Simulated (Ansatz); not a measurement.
CsCl:
```
CELL_PARAMETERS angstrom
      4.14041     0.00000     0.00000
      0.00000     4.14041     0.00000
      0.00000     0.00000     4.14041
ATOMIC_POSITIONS crystal
  Cs 0.00000 0.00000 0.00000
  Cl 0.50000 0.50000 0.50000
```

Relaxed with r²SCAN.

Give the Bader charges and basin volumes of the independent atoms, plane-wave PAW r²SCAN (Ansatz code).



| atom | Bader charge (e) | Bader volume (Å³) |
|---|---|---|
| Cs1 | +0.85 | 35.9 |
| Cl2 | -0.85 | 35.1 |

Space group Pm-3m (CsCl type). The cell was relaxed with r²SCAN under the symmetry of its start. Spin–orbit coupling is left out wherever it is not named.

Potentials: the later of the program's two PAW sets.
